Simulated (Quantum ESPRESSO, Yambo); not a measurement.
# G0W0 results for Sr2MgH6

```
CELL_PARAMETERS angstrom
      5.47544     0.00000     0.00000
     -2.73772     4.74187     0.00000
      0.00000     0.00000     4.18847
ATOMIC_POSITIONS crystal
  H  0.82346 0.64692 0.76525
  H  0.17654 0.35308 0.23475
  H  0.35308 0.17654 0.76525
  H  0.64692 0.82346 0.23475
  H  0.82346 0.17654 0.76525
  H  0.17654 0.82346 0.23475
  Mg 0.00000 0.00000 0.00000
  Sr 0.66667 0.33333 0.26353
  Sr 0.33333 0.66667 0.73647
```

The geometry is that of Materials Project entry mp-644225, symmetrised and not relaxed again.

Starting point: LDA (Quantum ESPRESSO, PseudoDojo norm-conserving, 84 Ry, scalar-relativistic). G0W0 in Yambo: 3×3×4 Γ-centred k mesh, bands 5 to 155 and a 7 Ry block in the screening, 155 bands in G with the Bruneval-Gonze terminator, plasmon pole fitted at 27.2 eV.

```json
{
 "LDA gap along the band path": "2.40 eV",
 "LDA gap between the mesh's edge points (K → Γ)": "2.41 eV",
 "G0W0 gap between the same points": "4.28 eV",
 "LDA smallest direct gap on the mesh (at Γ)": "2.83 eV",
 "G0W0 direct gap at that point": "4.69 eV"
}
```

```
k point  band  E LDA (eV)  E QP (eV)  shift (eV)     Z
-------  ----  ----------  ---------  ----------  ----
Γ          VB       -0.42      -1.50       -1.08  0.79
Γ          CB        2.41       3.19        0.78  0.83
A          VB       -1.80      -2.90       -1.10  0.79
A          CB        4.84       5.67        0.83  0.82
K          VB        0.00      -1.09       -1.09  0.79
K          CB        3.11       3.99        0.88  0.82
H          VB       -1.93      -3.05       -1.12  0.79
H          CB        3.57       4.52        0.95  0.82
```

Energies count from the LDA valence-band maximum.

Nearest settings tried, and what they do to the gap: 100 bands in G: -4 meV; 100 bands in W, 100 bands in G: -18 meV; 3 Ry block (71 vectors against 253): -261 meV; 3×3×2 mesh: -19 meV. So the settings aren't converged at that level.

The structure is a Materials Project entry; no match was found in the copy of COD used, and its stability was not checked.
